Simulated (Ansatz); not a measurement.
## Relaxing a structure of WC

The start is a relaxed WC cell, doubled along one cell vector, shaken by Gaussian noise of σ = 0.08 Å a coordinate. The structure is fully relaxed (lattice and positions, P = 0) with r2SCAN (plane waves to 500 eV, PAW, scalar-relativistic; Ansatz, a program for electronic structure). The first steps use a coarse 5×3×7 k-mesh.

The start:
```
WC
1.0
    5.24834     0.00000     0.00000
   -5.24834     9.09040     0.00000
    0.00000     0.00000     3.10261
W C
6 6
Direct
  0.51521   0.00183   0.96441
  0.51195   0.50429   0.00447
  0.52059   0.26138   0.05411
  0.50774   0.75993   0.04082
  0.00245   0.26153   0.01398
  0.97933   0.75812   0.00287
  0.00593   0.00038   0.01414
  0.01331   0.51128   0.98854
  0.33052   0.32193   0.48046
  0.34388   0.84051   0.50203
  0.67662   0.17487   0.54716
  0.66828   0.67636   0.49011
```

```json
{
 "initial_pressure": "+5 GPa (positive: the cell is compressed)",
 "energy_released": "1.41 eV/atom",
 "Shortest distances (start → end)": "The closest pairs of elements (up to four, under 3.6 Å), start → end: C–W 1.94 → 2.20 Å; W–W 2.49 → 2.84 Å; C–C 2.92 → 2.84 Å",
 "band_gap_at_the_end": "no gap (metallic)",
 "optimiser_moves": "39"
}
```

The end point of the relaxation:

```cif
data_CW
_chemical_formula_sum 'W1 C1'
_space_group_name_H-M_alt 'P-6m2'
_space_group_IT_number 187
_space_group_name_Hall 'P -6 2'
_cell_length_a 2.91258
_cell_length_b 2.91258
_cell_length_c 2.83672
_cell_angle_alpha 90.000
_cell_angle_beta 90.000
_cell_angle_gamma 120.000
loop_
_atom_site_label
_atom_site_type_symbol
_atom_site_symmetry_multiplicity
_atom_site_Wyckoff_symbol
_atom_site_fract_x
_atom_site_fract_y
_atom_site_fract_z
_atom_site_occupancy
W1 W 1 e 0.66667 0.33333 0.00000 1
C1 C 1 d 0.33333 0.66667 0.50000 1
```

Final values are on a 18×18×16 k-mesh of the relaxed cell. No spin polarisation in the result.

Of the parent cell (P6/mmm (No. 191)): it is a generated cell of WC: the first start was made by placing the elements on the sites of a structure type, and the end was not matched to a known phase here, so it may be hypothetical. Known forms of WC include space group No. 187.
